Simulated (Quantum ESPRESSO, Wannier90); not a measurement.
Tight-binding from DFT: Li$_{2}$S (anti-fluorite)

```
begin unit_cell_cart
ang
    0.0000000000    2.8351700000    2.8351700000
    2.8351700000    0.0000000000    2.8351700000
    2.8351700000    2.8351700000    0.0000000000
end unit_cell_cart
begin atoms_frac
Li  -0.2500000000 -0.2500000000 -0.2500000000
Li   0.2500000000  0.2500000000  0.2500000000
S    0.0000000000  0.0000000000  0.0000000000
end atoms_frac
```

Materials Project entry mp-1153; symmetrised, unrelaxed at this level. COD (Crystallography Open Database) has an entry of this formula and space group (matched by these alone). Computed values, not measurements, from PBEsol: Quantum ESPRESSO (norm-conserving PseudoDojo potentials, cutoff 60 Ry, no spin polarisation, no spin-orbit coupling) on a Γ-centred 8×8×8 mesh, then Wannier90. Density: 10×10×10 mesh, cold smearing 0.01 Ry.

Functional, cutoff and mesh named above are those of the base row (PBEsol); the first column says what each row takes instead. Model: 12 functions from bands 3-23, start hydrogen-like Li: s;p; S: s;p, disentangled but not localised (num_iter = 0), frozen window tied to the conduction edge or Fermi level of each row, as listed, which moves Ω_I and hoppings a little by itself. Energies are relative to the valence-band maximum; the misfit is to pw.x on a path, for states up to 4.2 eV relative to the valence-band maximum. The functional changes, each with its own PseudoDojo files and their cutoffs, on the same cell. The disentangled Ω_I can sit in another minimum from row to row.

```tsv
functional	frozen to (eV)	Ω_I (Å²)	rms misfit (meV)	gap (eV)	bottom of band 3 (eV)	on-site Li1 pz minus Li1 s (eV)	hopping modulus Li2 pz – Li1 pz, R = 1 1 0 (eV)	hopping modulus Li2 s – Li1 pz, R = 0 0 1 (eV)	hopping modulus Li2 s – Li1 s, R = 0 0 1 (eV)
LDA	4.66	12.90	12	3.16	-11.03	0.87	2.159	1.408	0.912
PBE	4.88	13.07	12	3.38	-11.06	0.97	2.163	1.404	0.906
PBEsol	4.71	13.12	12	3.21	-11.06	0.96	2.179	1.417	0.918
```
